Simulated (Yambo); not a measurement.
```xyz
6
Lattice="3.6786 0.0000 0.0000 0.0000 3.6786 0.0000 0.0000 0.0000 10.7475" Properties=species:S:1:pos:R:3 pbc="T T T"
Cl     1.8393     0.0000     1.3625
Cl     1.8393     0.0000     6.7362
Cl     0.0000     1.8393     4.0113
Cl     0.0000     1.8393     9.3850
Zn     0.0000     0.0000     0.0000
Zn     1.8393     1.8393     5.3737
```

Response from Yambo on norm-conserving PBEsol (Quantum ESPRESSO, 84 Ry, scalar-relativistic) bands: 4×4×2 mesh, 119 bands, 3 Ry local-field block, 0.2 eV broadening.

### Question
Give the static electronic dielectric constant without and with local fields along each axis.

### Answer
| field along | ε(0), independent particles | ε(0), RPA with local fields | refractive index √ε |
|---|---|---|---|
| x | 3.69 | 3.24 | 1.80 |
| z | 3.58 | 2.83 | 1.68 |
Electronic (clamped-ion) response only. PBEsol gaps are usually too small, which raises these values. Convergence of the RPA response with its 4×4×2 mesh was not tested. x, y and z are Cartesian axes of the cell as given.

Geometry relaxed with PBE+D3(BJ).
